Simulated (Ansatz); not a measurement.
Be (bcc): energy against volume

Computed with DFT, BLYP, plane waves (420 eV) with PAW, scalar-relativistic in Ansatz 0.2.0. (PAW data from PBE, frozen cores regenerated.)

The cell is scaled uniformly from the relaxed one, with fractional coordinates and shape fixed. Energies are extrapolated to zero smearing, pressures are those at the given smearing. Magnetic state: spin not included.

A Birch-Murnaghan fit gives V₀ = 7.82 Å³/atom, B₀ = 122 GPa, B₀′ = 3.4.

Q: What are the energy above the minimum and the pressure at 6.895 Å³/atom?

A: 50.4 meV/atom and 19.13 GPa as computed.

Q: What are the energy above the minimum and the pressure at 7.521 Å³/atom?

A: 4.7 meV/atom and 5.19 GPa as computed.

Q: What are the energy above the minimum and the pressure at 8.148 Å³/atom?

A: 4.9 meV/atom and -4.52 GPa as computed.
